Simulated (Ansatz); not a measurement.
Here is an unrelaxed guess for La3Si2O.

```
CELL_PARAMETERS angstrom
6.13111 0.00000 0.00000
-3.06556 5.30970 0.00000
0.00000 0.00000 8.47036
ATOMIC_POSITIONS crystal
La 0.15257 0.84743 0.25000
La 0.15257 0.30514 0.25000
La 0.69486 0.84743 0.25000
La 0.84743 0.15257 0.75000
La 0.84743 0.69486 0.75000
La 0.30514 0.15257 0.75000
Si 0.00000 0.00000 0.09315
Si 0.00000 0.00000 0.40685
Si 0.00000 0.00000 0.90685
Si 0.00000 0.00000 0.59315
O 0.00000 0.00000 0.25000
O 0.00000 0.00000 0.75000
```

Theory: DFT PBE, scalar-relativistic, plane waves, PAW (Ansatz 0.2.0). Plane waves to 420 eV, a k mesh through Γ of 3×3×2 on the computed 12-atom cell and Gaussian smearing (0.10 eV); no spin polarisation.

Energies over the elements count from the elements' standard structures at the same level (O₂ as a molecule), with no fitted energy shifts.

Q: Estimate its pressure, forces and energy as it stands.

A: The pressure is 155.1 GPa (the mean over three directions, positive in compression), the largest force is 45.55 eV/Å, and the energy is +9.62 eV/atom against the elements. The shortest distance is 1.33 Å, so close that the PAW spheres overlap strongly and these values are rough.

Q: Is it a good guess?

A: A poor one: relaxing gains about 9.3 eV/atom (the start's value is from the coarse mesh, so the gain is rough) in 25 ionic steps and ends at +0.35 eV/atom on the finer mesh. The symmetry stays P6_3/mmc (No. 194). The volume per atom grows by 109.4 %, from 23.0 to 48.1 Å³. The shortest distance goes from 1.33 Å (Si–O) to 2.18 Å (Si–O). The ratio c/a of the conventional cell changes by a factor of 1.37. Conventional cell: a = 7.055 Å, c = 13.400 Å. La has 1 O at 2.25 Å and 2 Si at 3.13 Å; around Si lie 1 O at 2.18 Å, 1 Si at 2.35 Å and 3 La at 3.13 Å; O is surrounded by 2 Si at 2.18 Å and 3 La at 2.25 Å.

The last run used a 6×6×4 mesh (in the run's order of axes) for its 12-atom cell and Gaussian smearing of 0.10 eV. The cell is a metal run without spin; a magnetic state may lie lower. The relaxation can't lower the symmetry of the start, and the grade says only how near the guess is to its own end. A structure relaxed within its symmetry needn't be a true minimum. Another cell of La3Si2O relaxed alike, in R-3m, lies 1.55 eV/atom lower, so this cell isn't the stable form at this level.
